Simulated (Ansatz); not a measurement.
GaAg (CsCl type)

```yaml
crystal:
  lattice:
    - [3.19113, 0.00000, 0.00000]
    - [0.00000, 3.19113, 0.00000]
    - [0.00000, 0.00000, 3.19113]
  atoms:
    - { symbol: Ga, position: [0.50000, 0.50000, 0.50000] }
    - { symbol: Ag, position: [0.00000, 0.00000, 0.00000] }
```

The slice is a {100} plane (indices of the conventional cell) through the point (0.000, 0.000, 0.000) (fractional), spanned by u = [100] and v = [010] in vectors of this cell: u (3.19 Å) and v (3.19 Å, at 90° to u). It covers one period; positions are fractions (u, v).

Calculation: LDA (plane waves to 420 eV, PAW, scalar-relativistic; Ansatz, an electronic-structure program). k mesh 15×15×15. Inside the PAW spheres the values are not all-electron values, and peaks at nuclei hang on which shells count as valence. GaAg was relaxed with its symmetry unable to fall.

Three fields on this plane, each scaled to ten steps between its own extremes (0 low, 9 high; the total valence density on a logarithmic scale, the potential cut 8 eV below its top; x marks points blanked near nuclei; v = 0 in the bottom row):

Map A
```
|xxxxxxx6310136xxxxxx|
|xxxxxx952101259xxxxx|
|xxxxxx842000248xxxxx|
|xxxxx96310001369xxxx|
|xxxx9642100012469xxx|
|xx98642100000124689x|
|66543210000000123456|
|33221100000000011223|
|11100000000000000011|
|00000000000000000000|
|11100000000000000011|
|33221100000000011223|
|66543210000000123456|
|xx98642100000124689x|
|xxxx9642100012469xxx|
|xxxxx96310001369xxxx|
|xxxxxx842000248xxxxx|
|xxxxxx952101259xxxxx|
|xxxxxxx6310136xxxxxx|
|xxxxxxx6310136xxxxxx|
```

Map B
```
|xxxxxxx4100014xxxxxx|
|xxxxxx931111139xxxxx|
|xxxxxx622222226xxxxx|
|xxxxx83234443238xxxx|
|xxxx8423455543248xxx|
|xx96323566766532369x|
|44322356778776532234|
|11123467788877643211|
|00124567888887654210|
|00124578887888754210|
|00124567888887654210|
|11123467788877643211|
|44322356778776532234|
|xx96323566766532369x|
|xxxx8423455543248xxx|
|xxxxx83234443238xxxx|
|xxxxxx622222226xxxxx|
|xxxxxx931111139xxxxx|
|xxxxxxx4100014xxxxxx|
|xxxxxxx4100014xxxxxx|
```

Map C
```
|xxxxxxx3799973xxxxxx|
|xxxxxx047999740xxxxx|
|xxxxxx058999850xxxxx|
|xxxxx03789998730xxxx|
|xxxx0368999998630xxx|
|xx00367899999876300x|
|23457889999999887543|
|77788999999999998877|
|89999999999999999999|
|99999999999999999999|
|89999999999999999999|
|77788999999999998877|
|23457889999999887543|
|xx00367899999876300x|
|xxxx0368999998630xxx|
|xxxxx03789998730xxxx|
|xxxxxx058999850xxxxx|
|xxxxxx047999740xxxxx|
|xxxxxxx3799973xxxxxx|
|xxxxxxx2789872xxxxxx|
```

**Question.** Assign the maps to these fields: electron localisation function (ELF); valence electron density; electrostatic potential energy of an electron, from the cell's mean.

**Answer.** A is the valence electron density; B is the electron localisation function (ELF); C is the electrostatic potential energy of an electron, from the cell's mean.
